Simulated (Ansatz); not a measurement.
Ti$_{2}$CuSb$_{3}$:
```cif
data_CuSb3Ti2
_chemical_formula_sum 'Sb3 Ti2 Cu1'
_space_group_name_H-M_alt 'P-4m2'
_space_group_IT_number 115
_space_group_name_Hall 'P -4 -2'
_cell_length_a 3.78755
_cell_length_b 3.78755
_cell_length_c 8.25980
_cell_angle_alpha 90.000
_cell_angle_beta 90.000
_cell_angle_gamma 90.000
loop_
_atom_site_label
_atom_site_type_symbol
_atom_site_symmetry_multiplicity
_atom_site_Wyckoff_symbol
_atom_site_fract_x
_atom_site_fract_y
_atom_site_fract_z
_atom_site_occupancy
Sb1 Sb 2 g 0.00000 0.50000 0.37393 1
Ti1 Ti 2 g 0.50000 0.00000 0.26378 1
Sb2 Sb 1 b 0.50000 0.50000 0.00000 1
Cu1 Cu 1 a 0.00000 0.00000 0.00000 1
```

Relaxed with r²SCAN.

### Question
Tabulate the valence density and the electron localisation function along the shortest Sb–Sb contact (3.39 Å), DFT-r²SCAN in the program Ansatz with PAW potentials.

### Answer


```csv
distance from Sb (Å),density (e/Å³),ELF
0.34,11.74,0.00
0.51,5.26,0.06
0.68,2.03,0.20
0.85,0.89,0.32
1.02,0.50,0.37
1.19,0.33,0.43
1.36,0.23,0.46
1.53,0.18,0.39
1.70,0.17,0.35
1.87,0.18,0.39
2.04,0.23,0.46
2.21,0.33,0.43
2.37,0.50,0.37
2.54,0.89,0.32
2.71,2.03,0.20
2.88,5.26,0.06
3.05,11.74,0.00
```

The density is the valence pseudo-density with augmentation charge, so density and ELF within about 1 Å of a nucleus are not all-electron values.

The workflow started from an entry of the Crystallography Open Database (COD). Its standing as an ambient phase is unchecked. The cell was relaxed with r²SCAN under the symmetry of its start; its stability against distortions is not shown here. No spin polarisation was allowed. Scalar-relativistic: spin–orbit coupling is off unless named, which matters more the heavier the elements.

Potentials: the later of the program's two PAW sets.
